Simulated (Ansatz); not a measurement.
ScGe:
```
ScGe
1.0
    1.96938    -4.94492     0.00000
    1.96938     4.94492     0.00000
    0.00000     0.00000     3.69299
Sc Ge
2 2
Cartesian
  1.96938  -3.59667   0.92325
  1.96938   3.59667   2.76974
  1.96938  -0.88924   0.92325
  1.96938   0.88924   2.76974
```

Relaxed with LDA. Special points in fractions of this cell's reciprocal vectors: Γ (0.000, 0.000, 0.000); Y (-0.500, 0.500, 0.000); C0 (-0.290, 0.710, 0.000); Σ0 (0.290, 0.290, 0.000); Z (0.000, 0.000, 0.500); A0 (0.290, 0.290, 0.500); E0 (-0.290, 0.710, 0.500); T (-0.500, 0.500, 0.500); S (0.000, 0.500, 0.000); R (0.000, 0.500, 0.500).

Question: List the band energies nearest the Fermi level at these points for LDA (plane waves, PAW; program Ansatz).

Answer: In eV from the Fermi level; about four levels below and three above (degenerate sets whole), none deeper than 8.9 eV; points with the same levels are listed once.

```tsv
k	below	above
Γ	-3.33 -1.82 -1.10 -0.87	0.22 0.55 1.15
Y	-1.56 -1.34 -0.77 -0.53	1.14 1.52 1.70
C0	-4.96 -2.30 -2.07 -2.06	0.24 0.95 1.41
Z	-1.79 -1.79 -1.25 -1.25	2.82 2.82 2.95 2.95
A0	-2.60 -2.60 -0.23 -0.23	1.97 1.97 3.09 3.09
T	-1.39 -1.39 -0.14 -0.14	1.67 1.67 2.49 2.49
S	-4.69 -3.36 -2.06 -1.88	0.09 1.06 1.72
R	-2.50 -2.50 -0.68 -0.68	2.53 2.53 3.03 3.03
```

Space group Cmcm. The workflow started from a Materials Project entry (that database holds measured and hypothetical structures alike); the Crystallography Open Database copy checked does not list it. Its standing as an ambient phase is unchecked. Symmetry was held in the LDA relaxation; of distortions, only those at the zone centre were tested. The run is not spin-polarised. Spin–orbit coupling is left out wherever it is not named.

Potentials: the later of the program's two PAW sets.
